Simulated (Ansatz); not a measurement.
**Zone-centre modes in TiN**

These are results of Ansatz, DFT PBEsol, scalar-relativistic, plane waves, PAW, not measurements. The runs took a 420 eV cutoff, a Γ-centred 24×24×24 mesh and Gaussian smearing (0.15 eV). No spin polarisation.

Zero of the scan (relaxed at this level):

```
Ti N
1.0
     0.00000    2.10197    2.10197
     2.10197    0.00000    2.10197
     2.10197    2.10197    0.00000
Ti N
1 1
Direct
  0.00000 0.00000 0.00000
  0.50000 0.50000 0.50000
```

Harmonic modes by finite displacements of 0.02 Å, without the LO–TO term.

(1) At this geometry, is the structure stable against these modes?

(2) List the wavenumbers in cm⁻¹.

Answers

(1) Yes: no mode is imaginary beyond 10 cm⁻¹, and only the three translations lie near zero.

(2) 0, 0, 0, 536, 536, 536.

Cost: 1 run of about 0.83 core-minutes, on Arm Neoverse V2 (shared hosts).